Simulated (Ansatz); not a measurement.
Ansatz (an electronic-structure program) input:

Ansatz 0.2 input:
```yaml
crystal:
  lattice:
    - [0.0, 2.13040142, 2.13040142]
    - [2.13040142, 0.0, 2.13040142]
    - [2.13040142, 2.13040142, 0.0]
  atoms:
    - { symbol: Ti, position: [0.0, 0.0, 0.0] }
    - { symbol: C, position: [0.5, 0.5, 0.5] }
kpoints:
  mp_grid: { grid: [35, 35, 35] }
hamiltonian:
  xc: lda
  pseudopotentials: { azcp: { folder: ./paw }, kind: paw }
scf:
  occupations: { method: fermi_dirac, width: 0.1 }
elastic: { mode: relaxed_ion, stencil: two_point, amplitude: 0.005, f_tol: 0.0005 }
```

Output (shortened):

```
Pseudopotential: Ti, paw, valence charge 12
Pseudopotential: C, paw, valence charge 4
Functional definition: SPW92
Crystal: 2 atoms, lattice volume = 19.338 Å³
Basis set: ecut = 420 eV, 339 PW (Γ)
Bands: 12, of which v1, the nominal top of the filled ones, is band 8 counted from 1 (7 counted from 0)
Symmetry: 48 space group operations
Space group: Fm-3m (ITA 225), of the structure as read, at distance tolerance 2.7e-5 Å
k-points: 1140 of 42875
SCF iter   1: F=—  HF=-2696.236778 eV  |F-HF|=—  |Δ(HF+E_count)|=         —  Δρ=1.44e-1  dr2=5.12e0  ethr=3.10e-3  ⟨swp⟩=4.3  Hψ=68002  notcnv=0
preconditioner: auto → none
SCF iter   2: F=—  HF=-2695.706359 eV  |F-HF|=—  |Δ(HF+E_count)|=   5.30e-1  Δρ=1.00e-1  dr2=2.52e0  ethr=3.10e-3  ⟨swp⟩=2.0  Hψ=27145  notcnv=0
SCF iter   3: F=—  HF=-2695.197720 eV  |F-HF|=—  |Δ(HF+E_count)|=   5.09e-1  Δρ=1.15e-2  dr2=1.74e-2  ethr=3.10e-3  ⟨swp⟩=2.7  Hψ=27838  notcnv=0
SCF iter   4: F=—  HF=-2695.191485 eV  |F-HF|=—  |Δ(HF+E_count)|=   6.23e-3  Δρ=1.45e-3  dr2=1.39e-4  ethr=1.09e-4  ⟨swp⟩=2.6  Hψ=33330  notcnv=0
SCF iter   5: F=—  HF=-2695.191667 eV  |F-HF|=—  |Δ(HF+E_count)|=   1.82e-4  Δρ=3.38e-4  dr2=1.52e-5  ethr=8.72e-7  ⟨swp⟩=2.0  Hψ=18248  notcnv=0
SCF iter   6: F=—  HF=-2695.191665 eV  |F-HF|=—  |Δ(HF+E_count)|=   1.90e-6  Δρ=2.47e-5  dr2=9.58e-8  ethr=9.50e-8  ⟨swp⟩=2.0  Hψ=21612  notcnv=0
SCF iter   7: F=—  HF=-2695.191665 eV  |F-HF|=—  |Δ(HF+E_count)|=   4.03e-7  Δρ=1.37e-6  dr2=2.32e-10  ethr=5.99e-10  ⟨swp⟩=3.0  Hψ=22570  notcnv=0
SCF iter   8: F=—  HF=-2695.191665 eV  |F-HF|=—  |Δ(HF+E_count)|=  8.00e-11  Δρ=3.81e-7  dr2=3.07e-11  ethr=1.45e-12  ⟨swp⟩=2.0  Hψ=18243  notcnv=0
SCF iter   9: F=-2695.191665 eV  HF=-2695.191665 eV  |F-HF|=0.00e0  |Δ(HF+E_count)|=  1.05e-11  Δρ=1.06e-8  dr2=2.03e-14  ethr=1.00e-12  ⟨swp⟩=2.8  Hψ=53757  notcnv=0
SCF 1 converged in 9 iterations: F = -2695.191665 eV  dr2 = 2.03e-14
Crystal: 2 atoms, lattice volume = 19.241 Å³
Symmetry: 16 space group operations
k-points: 3078 of 42875
iter 1 solved again at ethr=3.55e-6 eV; its pass at ethr=3.10e-3 eV (dr2=5.68e-4 eV) is discarded
SCF iter   1: F=—  HF=-2695.190905 eV  |F-HF|=—  |Δ(HF+E_count)|=         —  Δρ=1.69e-3  dr2=5.79e-4  ethr=3.55e-6  ⟨swp⟩=2.3  Hψ=240875  notcnv=0
preconditioner: auto → none
SCF iter   2: F=—  HF=-2695.190760 eV  |F-HF|=—  |Δ(HF+E_count)|=   1.45e-4  Δρ=5.60e-4  dr2=6.85e-5  ethr=3.55e-6  ⟨swp⟩=1.9  Hψ=45323  notcnv=0
SCF iter   3: F=—  HF=-2695.190743 eV  |F-HF|=—  |Δ(HF+E_count)|=   1.69e-5  Δρ=5.46e-5  dr2=4.87e-7  ethr=4.28e-7  ⟨swp⟩=2.3  Hψ=45389  notcnv=0
SCF iter   4: F=—  HF=-2695.190742 eV  |F-HF|=—  |Δ(HF+E_count)|=   8.55e-7  Δρ=1.20e-5  dr2=1.92e-8  ethr=3.04e-9  ⟨swp⟩=2.4  Hψ=49979  notcnv=0
SCF iter   5: F=—  HF=-2695.190742 eV  |F-HF|=—  |Δ(HF+E_count)|=   4.40e-9  Δρ=1.79e-6  dr2=2.64e-10  ethr=1.20e-10  ⟨swp⟩=2.5  Hψ=53532  notcnv=0
SCF iter   6: F=—  HF=-2695.190742 eV  |F-HF|=—  |Δ(HF+E_count)|=  6.82e-11  Δρ=1.46e-7  dr2=2.15e-12  ethr=1.65e-12  ⟨swp⟩=2.7  Hψ=56940  notcnv=0
SCF iter   7: F=-2695.190742 eV  HF=-2695.190742 eV  |F-HF|=4.55e-13  |Δ(HF+E_count)|=    0.00e0  Δρ=1.35e-8  dr2=1.60e-14  ethr=1.00e-12  ⟨swp⟩=4.4  Hψ=117454  notcnv=0
SCF 2 converged in 7 iterations: F = -2695.190742 eV  dr2 = 1.60e-14
Crystal: 2 atoms, lattice volume = 19.435 Å³
Basis set: ecut = 420 eV, 347 PW (Γ)
iter 1 solved again at ethr=8.01e-10 eV; its pass at ethr=3.10e-3 eV (dr2=1.28e-7 eV) is discarded
SCF iter   1: F=—  HF=-2695.190808 eV  |F-HF|=—  |Δ(HF+E_count)|=         —  Δρ=9.68e-5  dr2=1.54e-7  ethr=8.01e-10  ⟨swp⟩=2.0  Hψ=243429  notcnv=0
preconditioner: auto → none
SCF iter   2: F=—  HF=-2695.190808 eV  |F-HF|=—  |Δ(HF+E_count)|=   5.12e-7  Δρ=4.74e-5  dr2=2.11e-8  ethr=8.01e-10  ⟨swp⟩=2.3  Hψ=47107  notcnv=0
SCF iter   3: F=—  HF=-2695.190809 eV  |F-HF|=—  |Δ(HF+E_count)|=   1.71e-7  Δρ=9.17e-6  dr2=4.35e-10  ethr=1.32e-10  ⟨swp⟩=2.0  Hψ=41662  notcnv=0
SCF iter   4: F=—  HF=-2695.190809 eV  |F-HF|=—  |Δ(HF+E_count)|=   6.68e-9  Δρ=1.03e-6  dr2=5.43e-12  ethr=2.72e-12  ⟨swp⟩=1.8  Hψ=42667  notcnv=0
SCF iter   5: F=-2695.190809 eV  HF=-2695.190809 eV  |F-HF|=4.55e-13  |Δ(HF+E_count)|=  8.55e-11  Δρ=2.52e-8  dr2=4.75e-14  ethr=1.00e-12  ⟨swp⟩=2.6  Hψ=138302  notcnv=0
SCF 3 converged in 5 iterations: F = -2695.190809 eV  dr2 = 4.75e-14
Crystal: 2 atoms, lattice volume = 19.338 Å³
Symmetry: 8 space group operations
k-points: 5832 of 42875
iter 1 solved again at ethr=1.22e-7 eV; its pass at ethr=3.10e-3 eV (dr2=1.95e-5 eV) is discarded
SCF iter   1: F=—  HF=-2695.191400 eV  |F-HF|=—  |Δ(HF+E_count)|=         —  Δρ=4.03e-4  dr2=1.79e-5  ethr=1.22e-7  ⟨swp⟩=2.0  Hψ=473321  notcnv=0
preconditioner: auto → none
SCF iter   2: F=—  HF=-2695.191395 eV  |F-HF|=—  |Δ(HF+E_count)|=   4.92e-6  Δρ=1.55e-4  dr2=2.12e-6  ethr=1.12e-7  ⟨swp⟩=1.8  Hψ=85821  notcnv=0
SCF iter   3: F=—  HF=-2695.191394 eV  |F-HF|=—  |Δ(HF+E_count)|=   1.23e-6  Δρ=1.84e-5  dr2=2.12e-8  ethr=1.32e-8  ⟨swp⟩=1.9  Hψ=82753  notcnv=0
SCF iter   4: F=—  HF=-2695.191394 eV  |F-HF|=—  |Δ(HF+E_count)|=   3.10e-9  Δρ=1.51e-6  dr2=1.16e-10  ethr=1.33e-10  ⟨swp⟩=1.4  Hψ=74279  notcnv=0
SCF iter   5: F=—  HF=-2695.191394 eV  |F-HF|=—  |Δ(HF+E_count)|=  1.36e-11  Δρ=1.29e-7  dr2=1.57e-12  ethr=7.25e-13 (applied; sched 1.00e-12)  ⟨swp⟩=2.2  Hψ=99742  notcnv=0
SCF iter   6: F=-2695.191394 eV  HF=-2695.191394 eV  |F-HF|=4.55e-13  |Δ(HF+E_count)|=  4.55e-13  Δρ=2.84e-8  dr2=7.27e-14  ethr=1.00e-12  ⟨swp⟩=4.4  Hψ=232442  notcnv=0
SCF 4 converged in 6 iterations: F = -2695.191394 eV  dr2 = 7.27e-14
Crystal: 2 atoms, lattice volume = 19.338 Å³
iter 1 solved again at ethr=3.88e-10 eV; its pass at ethr=3.10e-3 eV (dr2=6.20e-8 eV) is discarded
SCF iter   1: F=—  HF=-2695.191393 eV  |F-HF|=—  |Δ(HF+E_count)|=         —  Δρ=5.77e-5  dr2=5.28e-8  ethr=3.88e-10  ⟨swp⟩=2.0  Hψ=452565  notcnv=0
preconditioner: auto → none
SCF iter   2: F=—  HF=-2695.191394 eV  |F-HF|=—  |Δ(HF+E_count)|=   1.89e-7  Δρ=2.85e-5  dr2=8.85e-9  ethr=3.30e-10  ⟨swp⟩=1.3  Hψ=71631  notcnv=0
SCF iter   3: F=—  HF=-2695.191394 eV  |F-HF|=—  |Δ(HF+E_count)|=   6.32e-8  Δρ=2.44e-6  dr2=9.42e-11  ethr=5.53e-11  ⟨swp⟩=1.3  Hψ=72001  notcnv=0
SCF iter   4: F=—  HF=-2695.191394 eV  |F-HF|=—  |Δ(HF+E_count)|=  4.42e-10  Δρ=1.68e-7  dr2=3.93e-12  ethr=5.89e-13 (applied; sched 1.00e-12)  ⟨swp⟩=2.4  Hψ=92201  notcnv=0
SCF iter   5: F=—  HF=-2695.191394 eV  |F-HF|=—  |Δ(HF+E_count)|=  9.09e-13  Δρ=5.00e-8  dr2=2.31e-13  ethr=2.46e-14 (applied; sched 1.00e-12)  ⟨swp⟩=2.9  Hψ=116961  notcnv=0
SCF iter   6: F=-2695.191394 eV  HF=-2695.191394 eV  |F-HF|=0.00e0  |Δ(HF+E_count)|=  4.55e-13  Δρ=5.33e-9  dr2=5.31e-15  ethr=1.00e-12  ⟨swp⟩=3.9  Hψ=198841  notcnv=0
SCF 5 converged in 6 iterations: F = -2695.191394 eV  dr2 = 5.31e-15
SCF converged after 9 iterations
Free energy (F): -2695.191665 eV
Harris-Foulkes:  -2695.191665 eV  (|F-HF|=0.00e0)
Internal energy: -2695.181698 eV  (E = F + TS)
E sigma→0 (E₀):  -2695.186682 eV
Entropy (-TS):   -0.009967 eV (-4.984 meV/atom)
Fermi energy:    15.162024 eV
--- Per-component energies (eV) ---
  E_band       = -99.841481
  E_kinetic    = 368.732454
  E_local      = -804.685778  (includes V_loc(G=0)·N_el)
  E_nonlocal   = 88.654512
  E_hartree    = 317.534901
  E_xc         = -164.048576
  E_vxc        = -205.715998  (∫ρ·V_xc dr)
  E_paw        = -1085.396705  (= ΣΔE_a)
  E_vpaw       = -181.896398  (= ΣTr[D̂ρ^β])
  E_aug_tail   = -0.000072  (compensation charges beyond the density's cutoff)
  E_ewald      = -1416.361218
  E_core_change = 0.388783  (= ΣΔE_core)
  E_smearing   = -0.009967  (= −TS)
  E_closure    = 0.000000  (closes the sum)
  Σ components = -2695.191665   (vs F -2695.191665, Δ=0.00e0)
  [band-id]    e_kinetic+e_local+e_nonlocal+2·e_hartree+e_vxc+e_vpaw+e_augmentation_tail = -99.841477   (vs E_band -99.841481, Δ=3.95e-6)
--- Forces (eV/Å), atoms counted from 1 ---
  atom   1  Ti     0.00000000     0.00000000     0.00000000
  atom   2  C      0.00000000     0.00000000     0.00000000
  max |Σ_I F_I| component: 0.0 eV/Å
--- Stress (GPa, compression-positive) ---
        0.027337       0.000000       0.000000
        0.000000       0.027337       0.000000
        0.000000       0.000000       0.027337
  P = ⅓ Tr σ = 0.0273 GPa (0.273 kbar)
--- Band table (eV; the first three rows and the last of 1140) ---
  k-point 0: bands = ["-40.6541", "-16.9641", "-16.9641", "-16.9641", "2.7259", "15.8224", "15.8224", "15.8224", "16.9266", "16.9266", "16.9266", "16.9997"]
  k-point 1: bands = ["-40.6534", "-16.9693", "-16.9645", "-16.9645", "2.7458", "15.7125", "15.8028", "15.8028", "16.5376", "16.5376", "16.9932", "17.4369"]
  k-point 2: bands = ["-40.6511", "-16.9847", "-16.9659", "-16.9659", "2.8054", "15.4383", "15.6797", "15.6797", "16.2528", "16.2528", "17.1430", "17.9314"]
  k-point 1139: bands = ["-40.5252", "-17.3470", "-17.3339", "-17.1797", "5.7146", "11.9345", "11.9355", "12.3953", "18.0199", "18.1652", "18.9133", "20.7373"]
--- Elastic constants: 2 strain directions × 2 members + reference (group order 48) ---
  dense FFT box of the reference and of every strained cell: 24×24×24
  strains applied: 11, 23; error gains: componentwise 1.00 (the most a stress slope's error grows in a printed constant), spectral 1.73 (1 for all six strains …
  C = ∂σ_k/∂η_j (tension-positive GPa; Voigt order 11 22 33 23 13 12):
       588.757    129.170    129.170      0.000      0.000      0.000
       129.170    588.757    129.170      0.000      0.000      0.000
       129.170    129.170    588.757      0.000      0.000      0.000
         0.000      0.000      0.000    178.559      0.000      0.000
         0.000      0.000      0.000      0.000    178.559      0.000
         0.000      0.000      0.000      0.000      0.000    178.559
  reference stress σ⁰ (GPa):     -0.027     -0.027     -0.027      0.000      0.000      0.000
  C* (energy form; C + prestress term) asymmetry max|C*_kj − C*_jk| = 1.137e-13 GPa — a small one proves nothing (zero by symmetry where the batch's group is …
  moduli (Voigt/Reuss/Hill, GPa): K = 282.37/282.37/282.37   G = 199.05/196.04/197.55   E = 480.57   ν = 0.216
  mechanically stable: yes (min eigenvalue of sym C = 178.56 GPa)
  where every solve meets its electron count the energy-path curvature estimates C_jj along a normal strain and C_jj − ¼(σ⁰_aa + σ⁰_bb) along a shear (ab), of …
  strain η (Voigt 11):  stress-route row diagonal C_11 = 588.76 GPa, energy-path curvature d²(F+E_count+ΔE)/dδ²/Ω₀ = 588.66 GPa
         δ    σ_11 (GPa)             F (eV)   n_scf  n_hpsi   n_pw
    -5.000e-3      -3.0516       -2695.1907422       7  650458    388   relax 0 steps, max|allowed force component| 0.0 eV/Å
     5.000e-3       2.8359       -2695.1908085       5  554069    390   relax 0 steps, max|allowed force component| 0.0 eV/Å
  strain η (Voigt 23):  stress-route row diagonal C_44 = 178.56 GPa, energy-path curvature d²(F+E_count+ΔE)/dδ²/Ω₀ = 178.57 GPa
         δ    σ_23 (GPa)             F (eV)   n_scf  n_hpsi   n_pw
    -5.000e-3      -0.8928       -2695.1913937       6  1125912    388   relax 0 steps, max|allowed force component| 0.0 eV/Å
     5.000e-3       0.8928       -2695.1913937       6  1081770    388   relax 0 steps, max|allowed force component| 0.0 eV/Å
```

Cost: roughly 6 core-minutes on shared cores.

The LDA relaxation kept the symmetry of its start. No spin polarisation was allowed. As this level gives no gap, shear constants depend on the k-mesh and smearing (Fermi–Dirac, 0.1 eV here).

Potentials: the earlier of the program's two PAW sets. The files were generated under PBE; for other functionals the program regenerates the frozen cores, and for LDA and PBEsol the local potential too.

Ansatz is a plane-wave DFT program.
